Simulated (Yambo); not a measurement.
Yambo run on AgI (space group P4/nmm, No. 129). The wavefunctions come from this Quantum ESPRESSO step (PBEsol, PseudoDojo standard norm-conserving files, scalar-relativistic):

```
&CONTROL
  calculation = 'nscf'
  pseudo_dir = './pseudo'
  outdir = './out'
/
&SYSTEM
  ibrav = 0
  nat = 4
  ntyp = 2
  ecutwfc = 82.0
  ecutrho = 328.0
  occupations = 'fixed'
  force_symmorphic = .true.
  nbnd = 195
/
&ELECTRONS
  conv_thr = 4e-09
  diago_full_acc = .true.
  diago_thr_init = 1e-08
/
ATOMIC_SPECIES
Ag 107.8682 Ag.upf
I 126.9045 I.upf
CELL_PARAMETERS angstrom
  4.392394320000   0.000000000000   0.000000000000
  0.000000000000   4.392394320000   0.000000000000
  0.000000000000   0.000000000000   6.219134983000
ATOMIC_POSITIONS crystal
Ag   0.000000000000   0.000000000000   0.000000000000
Ag   0.500000000000   0.500000000000   0.000000000000
I   0.000000000000   0.500000000000   0.699672914600
I   0.500000000000   0.000000000000   0.300327085400
K_POINTS automatic
2 2 2 0 0 0
```

Yambo input:

```
rim_cut
gw0
dyson
el_el_corr
HF_and_locXC
ppa
em1d
RandQpts= 1000000
RandGvec= 1 Ry
EXXRLvcs= 82 Ry
VXCRLvcs= 328 Ry
Chimod= "HARTREE"
% BndsRnXp
 9 | 194 |
%
NGsBlkXp= 7 Ry
% LongDrXp
 1.0 | 1.0 | 1.0 |
%
PPAPntXp= 27.2114 eV
% GbndRnge
 1 | 194 |
%
GTermKind= "BG"
DysSolver= "n"
ExtendOut
% QPkrange
 1 | 1 | 26 | 27 |
 2 | 2 | 26 | 27 |
 3 | 3 | 26 | 27 |
 4 | 4 | 26 | 27 |
 5 | 5 | 26 | 27 |
 6 | 6 | 26 | 27 |
%
```

k points by index: 1 = Γ, 2 = Z, 3 = X, 4 = R, 5 = M, 6 = A.

Resulting energies as the program prints them:

```
#    K-point    Band    Eo [eV]    E [eV]    E-Eo [eV]    Vxc [eV]    Vnlxc [eV]    Sc|Eo [eV]    Sc|E [eV]    dSc/dw|Eo [eV]    Re(Z)    Im(Z)
#
    1    26    0.000000    -0.603348    -0.603348    -15.59179    -18.85322    2.500362    2.658081    -7.111866    0.792795    -0.001425
    1    27    1.110525    1.439769    0.329245    -9.854476    -5.668377    -3.781599    -3.856854    -6.217545    0.814005    -0.001320
    2    26    -0.786312    -1.455456    -0.669144    -15.67727    -19.36838    2.842961    3.021961    -7.277048    0.788994    -0.002150
    2    27    3.058192    3.493984    0.435792    -11.25382    -6.691080    -4.018414    -4.126945    -6.774923    0.800655    -0.001350
    3    26    -0.757564    -1.413197    -0.655633    -15.33534    -18.94080    2.774845    2.949829    -7.261000    0.789364    -0.001578
    3    27    3.575505    4.044739    0.469235    -11.81943    -7.251411    -3.982888    -4.098788    -6.719637    0.801960    -0.001210
    4    26    -0.680391    -1.331864    -0.651473    -15.57202    -19.19448    2.796877    2.970989    -7.270992    0.789136    -0.001486
    4    27    2.241012    2.648151    0.407139    -10.99858    -6.693880    -3.802128    -3.897556    -6.376205    0.810160    -0.001313
    5    26    -1.955542    -2.662113    -0.706572    -21.99585    -27.41924    4.509956    4.716822    -7.964674    0.773573    -0.001689
    5    27    2.975802    3.119763    0.143961    -10.33119    -6.705913    -3.449243    -3.481320    -6.058468    0.817897    -0.001281
    6    26    -1.574891    -2.216462    -0.641571    -20.93280    -25.71558    3.959578    4.141202    -7.701679    0.779402    -0.001365
    6    27    4.518476    5.096508    0.578032    -13.04713    -8.255965    -4.064340    -4.213137    -7.005327    0.795266    0.529638E-3
```
(The two width columns are left out.) Convergence of these settings isn't established.

Spin-orbit coupling is not included.

Geometry relaxed with PBE+D3(BJ).

This is not the ordinary phase of the substance; no match was found in the copy of COD used, and its stability was not checked.
